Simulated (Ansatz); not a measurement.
SbAs

The computed numbers are results of PBEsol, scalar-relativistic (no spin polarisation) in the plane-wave PAW code Ansatz at 420 eV, 10×10×10 k-mesh, Gaussian smearing of 0.05 eV. The datasets are Ansatz's generated set soft_2.

```
Sb As
1.0
     2.03156    1.17292    3.35466
    -2.03156    1.17292    3.35466
     0.00000   -2.34584    3.35466
Sb As
1 1
Cartesian
  0.0000 0.0000 5.0320
  0.0000 0.0000 0.0000
```

The chain of runs began from a cell as deposited in COD, expanded in volume. The relaxation kept the space group but changed the cell's proportions, one axis by 5 % at equal volume, so the results may not describe the measured structure. At a tolerance of 0.15 Å the relaxed cell reads as Fm-3m. The database's entry of this formula in the relaxed cell's space group, R-3m, has axes of 4.026 × 4.026 × 10.837 Å and 25.35 Å³/atom (1991), the relaxed one 4.063 × 4.063 × 10.064 Å and 23.98.

At this volume the pressure is -0.09 GPa.

The cell has space group R-3m (read at 0.01 Å). In it the stress is -0.13, -0.13, 0.00, 0.00, 0.00, 0.00 GPa, so the shape isn't fully relaxed, and the largest force component 0.000 eV/Å. Each change below starts from this cell, without further relaxation. Stress is in GPa, positive in compression, in the order xx, yy, zz, yz, xz, xy; energies are counted from the cell above and are free energies with the smearing's entropy, which match forces and stress in a metal.

Question: What happens when atom 1 (Sb) is moved by 0.20 Å along y?

Answer: The energy changes by -46.7 meV per cell, and the force on it along the shift is 0.211 eV/Å (−F/u = -1.05 eV/Å²). Stress: 0.67, 2.35, 0.22, -0.12, 0.00, 0.00.
```tsv
atom	Fx (eV/Å)	Fy	Fz
Sb1	0.000	0.211	-0.065
As2	0.000	-0.211	0.065
```

Question: What stress follows from an engineering strain of -2 % in xy, atoms carried along?

Answer: 0.02, -0.15, -0.14, 0.01, -0.46, 0.38 GPa; the energy changes by 0.7 meV per cell.
The change of the stress over the strain gives a clamped-atom stiffness of about 18.9 GPa for this component.
In a harmonic crystal the energy would rise by V(½Cε² − σ₀ε), with σ₀ the stress of the unstrained cell, = 1.1 meV, so the response isn't harmonic at this size, the electronic state shifts or, in a metal, the mesh is too coarse for so small an energy.

No spin–orbit coupling, a notable omission for heavy elements. A displaced or strained copy of the relaxed cell lay 23.7 meV/atom lower, so the structure isn't a true minimum at this level.
